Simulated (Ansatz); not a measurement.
Ba2FeWO6: reading a single point

```
W Fe Ba O
1.0
    -2.86240    2.86240    4.04138
     2.86240   -2.86240    4.04138
     2.86240    2.86240   -4.04138
W Fe Ba O
1 1 2 6
Direct
  0.00000 0.00000 0.00000
  0.50000 0.50000 0.00000
  0.75000 0.25000 0.50000
  0.25000 0.75000 0.50000
  0.24000 0.23800 0.47800
  0.23800 0.76000 0.99800
  0.76000 0.76200 0.52200
  0.76200 0.24000 0.00200
  0.23600 0.23600 0.00000
  0.76400 0.76400 0.00000
```

Method: r2SCAN, no spin polarisation; PAW, plane waves to 500 eV, 6×6×6 Γ-centred mesh, fermi-dirac occupations (width 0.1 eV) (Ansatz 0.2.0), atoms fixed.

**Electronic structure.** The gap is 1.43 eV, indirect (the least direct gap found is 1.44 eV).
**Charges.** Bader charges in e: Ba +1.60, Fe +1.35, W +3.03, O -1.27. In the mean W gives up most and O takes most.
**Band edges.** Within 0.7 eV of the edges, the states project mainly on Fe d (83 %) and O p (13 %) below the gap and on Fe d (48 %), W d (25 %) and O p (19 %) above it.
**Formation energy.** -2.52 eV an atom against the elements' usual phases (free molecules for gases, crystals otherwise, with no correction for O₂ or N₂), so it is bound against them; other compounds may still compete. Relaxing would lower it.

Origin: a database entry at a rescaled volume. Caveats: no spin polarisation, so a magnetic state may lie lower; no spin-orbit coupling, which can shift this gap by tenths of an eV.
